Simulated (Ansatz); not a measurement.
Si (diamond type), DFT, r2SCAN, all-electron PAW with datasets made for the crystal, scalar-relativistic (Ansatz 0.2.0), on 1 thread of AMD EPYC 7R43 64-Core Processor (Zen 3) (shared host).

Command: `ansatz run input.yaml --threads 1 --pin off --max-ram 2048MiB --backend cpu --events-out ev --progress --plain --runs-dir out`

```yaml
crystal:
  lattice:
    - [0.0, 2.0859687493, 2.0859687493]
    - [2.0859687493, 0.0, 2.0859687493]
    - [2.0859687493, 2.0859687493, 0.0]
  atoms:
    - { symbol: Si, position: [-0.125, -0.125, -0.125] }
    - { symbol: Si, position: [0.125, 0.125, 0.125] }
kpoints:
  mp_grid: { grid: [13, 13, 13] }
scf:
  occupations: { method: fermi_dirac, width: 0.08 }
hamiltonian:
  xc: r2scan
  pseudopotentials: { kind: all_electron, datasets: crystal }
output:
  forces: true
  stress: true
  eigenvalues: true
```

Problem. How large is the problem that the program sets up?

Solution. 84 irreducible k-points, 411 plane waves at Γ, 16 bands.

Problem. About how long does it take?

Solution. 14 s of wall time for 8 SCF iterations. Times on shared machines scatter by tens of per cent.
